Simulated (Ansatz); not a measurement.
# Notes on SiO2

```xyz
12
Lattice="4.9515 0.0000 0.0000 0.0000 4.9515 0.0000 0.0000 0.0000 6.9535" Properties=species:S:1:pos:R:3 pbc="T T T"
Si    1.4619    1.4619    0.0000
Si    1.0138    3.9377    1.7384
Si    3.4896    3.4896    3.4768
Si    3.9377    1.0138    5.2152
O     1.1913    0.4711    1.2156
O     2.0046    3.6671    2.9540
O     3.7602    4.4804    4.6924
O     2.9469    1.2844    6.4308
O     3.6671    2.0046    3.9995
O     4.4804    3.7602    2.2612
O     1.2844    2.9469    0.5228
O     0.4711    1.1913    5.7379
```

Method: r2SCAN, no spin polarisation; PAW, plane waves to 500 eV, 5×5×4 Γ-centred mesh, fermi-dirac occupations (width 0.0118 eV) (Ansatz 0.2.0), atoms fixed.

Problem. Which atom feels the largest force, and which way?

Solution. The largest is on O5 (and as large on other atoms): 0.54 eV/Å, components (0.00, 0.49, 0.23). It makes 135° with the line to a nearest neighbour, Si2 at 1.58 Å, pointing away from it.

Problem. Give the Bader charges.

Solution. Bader charges in e: Si +3.38, O -1.69. In the mean Si gives up most and O takes most.

Problem. What is the formation energy?

Solution. -3.00 eV an atom against the elements' usual phases (free molecules for gases, crystals otherwise, with no correction for O₂ or N₂), so it is bound against them; other compounds may still compete. Relaxing would lower it.

Problem. Metal or insulator? Give the gap.

Solution. The gap is 6.47 eV, direct at the points sampled. A semilocal functional usually gives too small a gap.

Origin: a database entry at a rescaled volume.
